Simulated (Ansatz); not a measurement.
Method: DFT PBE, scalar-relativistic, plane waves, PAW in Ansatz. All cells share a 420 eV cutoff and Γ-centred k meshes spaced at most about 0.3 Å⁻¹ (about 0.25 or finer for metals, 2π included). No spin polarisation in the final relaxations.

The zero of energy is the elements' standard structures at the same level; no fitted shifts are applied. The references include grey tin.

A relaxed structure of Sn2Pb3S5 has 26.32 Å³/atom, −0.49 eV/atom against the elements, a gap of 0.04 eV on its mesh:

```cif
data_structure
_symmetry_space_group_name_H-M 'I4/mmm'
_symmetry_Int_Tables_number 139
_cell_length_a 4.2066
_cell_length_b 4.2066
_cell_length_c 29.7505
_cell_angle_alpha 90.000
_cell_angle_beta 90.000
_cell_angle_gamma 90.000
_cell_volume 526.44
loop_
_atom_site_label
_atom_site_type_symbol
_atom_site_symmetry_multiplicity
_atom_site_Wyckoff_symbol
_atom_site_fract_x
_atom_site_fract_y
_atom_site_fract_z
_atom_site_occupancy
Sn1 Sn 4 e 0.50000 0.50000 0.40007 1
Pb1 Pb 4 e 0.50000 0.50000 0.19915 1
Pb2 Pb 2 b 0.50000 0.50000 0.00000 1
S1 S 4 e 0.50000 0.50000 0.30293 1
S2 S 4 e 0.00000 0.00000 0.39956 1
S3 S 2 a 0.00000 0.00000 0.00000 1
```

Question: Se takes the place of S on the same sites, and the cell is relaxed. What changes?

Answer: Sn2Pb3Se5 has a = 4.355 Å, c = 30.793 Å: 29.21 Å³/atom, −0.508 eV/atom against the elements, a gap of 0.06 eV on its mesh. The volume per atom changes by +11.0 % and the formation energy by -0.02 eV/atom (from unrounded values). The gap widens by 0.02 eV. Covalent radii: S 1.05 Å, Se 1.20 Å; electronegativities 2.58 and 2.55. The cell follows the size of the atom. Sn is surrounded by 6 Se at 3.02–3.08 Å; Pb on a site of symmetry 4mm has 6 Se at 3.07–3.16 Å; around Pb on a site of symmetry 4/mmm lie 6 Se at 3.08–3.09 Å; Se on a site of symmetry 4mm is surrounded by 2 Pb at 3.07–3.09 Å and 4 Sn at 3.08 Å; 2 more sites not described.

```xyz
10
Lattice="-2.1777 2.1777 15.3965 2.1777 -2.1777 15.3965 2.1777 2.1777 -15.3965" Properties=species:S:1:pos:R:3 pbc="T T T"
Sn    0.0000    0.0000   12.3285
Sn    0.0000    0.0000   18.4646
Pb    0.0000    0.0000   24.6423
Pb    0.0000    0.0000    0.0000
Pb    0.0000    0.0000    6.1508
Se    0.0000    0.0000   27.7074
Se    0.0000    0.0000   15.3965
Se    0.0000    0.0000    3.0857
Se    0.0000    0.0000   21.4860
Se    0.0000    0.0000    9.3070
```

The two cells were relaxed from separate starts that ended on the same group and sites; neither need be the stable form of its compound. These runs have no spin–orbit coupling, which can matter for Pb. The reference forms of S and Se are held partly by dispersion forces, which this level lacks. Cells relaxed within their symmetry can be saddle points.
